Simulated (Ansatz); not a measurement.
Relaxed-ion elastic tensor of CdTe (wurtzite, P6_3mc) in GPa (Voigt order), plane-wave PAW r²SCAN (Ansatz code); density 5.65 g/cm³, 35.30 Å³ per atom.

```csv
,1,2,3,4,5,6
1,59.3,33.1,26.6,0.0,0.0,0.0
2,33.1,59.3,26.6,0.0,0.0,0.0
3,26.6,26.6,69.4,0.0,0.0,0.0
4,0.0,0.0,0.0,11.5,0.0,0.0
5,0.0,0.0,0.0,0.0,11.5,0.0
6,0.0,0.0,0.0,0.0,0.0,13.1
```

**Question.** Is the crystal mechanically stable?

**Answer.** Yes: the smallest eigenvalue of C is 11.5 GPa.

**Question.** Work out the Voigt, Reuss and Hill averages.

**Answer.** K_V = 40.1, K_R = 40.0, K_H = 40.1; G_V = 14.0, G_R = 13.4, G_H = 13.7 GPa.

**Question.** Give Young's modulus, Poisson's ratio, Pugh's ratio and the universal anisotropy index.

**Answer.** E = 9KG/(3K + G) = 36.9 GPa; ν = 0.35; K/G = 2.93 (ductile by the Pugh limit of 1.75); A_U = 5G_V/G_R + K_V/K_R − 6 = 0.24.

**Question.** Estimate the sound speeds and the Debye temperature.

**Answer.** v_l = √((K + 4G/3)/ρ) = 3210 m/s, v_t = √(G/ρ) = 1560 m/s, mean 1750 m/s; Θ = (h/k)(3n/4πV)^(1/3) v_m = 159 K.

**Question.** Solve the Christoffel equation for the three sound speeds along x, y, z.

**Answer.** Eigenvalues of C_ijkl n_j n_l equal ρv² (piezoelectric stiffening left out). In km/s, slowest first: x 1.43, 1.52, 3.24; y 1.43, 1.52, 3.24; z 1.43, 1.43, 3.51.

**Question.** How much does each axis shrink under pressure?

**Answer.** Linear compressibilities β_i = Σ_j S_ij (j = 1 to 3): x 8.6, y 8.6, z 7.8 per TPa.

The first step of the workflow began from a Materials Project structure, measured or hypothetical; the Crystallography Open Database copy checked does not list it. It is not the phase usual at ambient conditions (space group No. 216). Symmetry was held in the r²SCAN relaxation; of distortions, only those at the zone centre were tested. Scalar-relativistic: spin–orbit coupling is off unless named, which matters more the heavier the elements.

Potentials: the earlier of the program's two PAW sets.
